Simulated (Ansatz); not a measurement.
A geometry of AlNi away from equilibrium: step 5 of the relaxation of a relaxed AlNi cell, doubled along one cell vector, shaken by Gaussian noise of σ = 0.08 Å a coordinate. Method: PBEsol (plane waves to 420 eV, PAW, scalar-relativistic; Ansatz, an electronic-structure program). Γ-centred k-mesh 4×7×7 on the run's cell (coarser than for final values), Fermi–Dirac smearing 0.05 eV. The plane waves were selected for a different cell earlier on the path.

```
AlNi
1.0
    8.90599    -0.06791    -0.03674
   -0.03396     4.50469    -0.11233
   -0.01964    -0.12006     4.62503
Al Ni
6 6
Direct
  0.25797   0.62772   0.47599
  0.64027   0.47314   0.48477
  0.00320   0.00457   0.00784
  0.49731   0.04989   0.05434
  0.26668   0.37074   0.95357
  0.77069   0.52532   0.98026
  0.25234   0.86819   0.07153
  0.74598   0.01129   0.90986
  0.02672   0.52254   0.97200
  0.51737   0.56074   0.95466
  0.02580   0.95386   0.50782
  0.50295   0.91737   0.54474
```

**Question.** What forces act on the atoms (eV/Å)?

**Answer.** 
```
atom     Fx     Fy     Fz
----  -----  -----  -----
Al1   -0.47   0.68   1.26
Al2   -1.02  -0.74  -0.33
Al3   -0.49   1.45   0.40
Al4    0.26   1.00   0.71
Al5    0.22  -1.55  -0.33
Al6    1.32  -0.36   0.64
Ni7    0.03   0.00  -0.54
Ni8   -0.52   0.53  -1.32
Ni9    0.31  -0.56  -0.44
Ni10  -0.06  -0.20  -0.13
Ni11   0.66  -0.38   0.02
Ni12  -0.23   0.14   0.06
```

The path ends in P1 (No. 1). No spin polarisation in the result. A magnetic state may lie lower.

The end of the path is a generated cell of AlNi: the first start was made by a random draw of sites in a space group, and the end was not matched to a known phase here, so it may be hypothetical. Known forms of AlNi include space group No. 221.
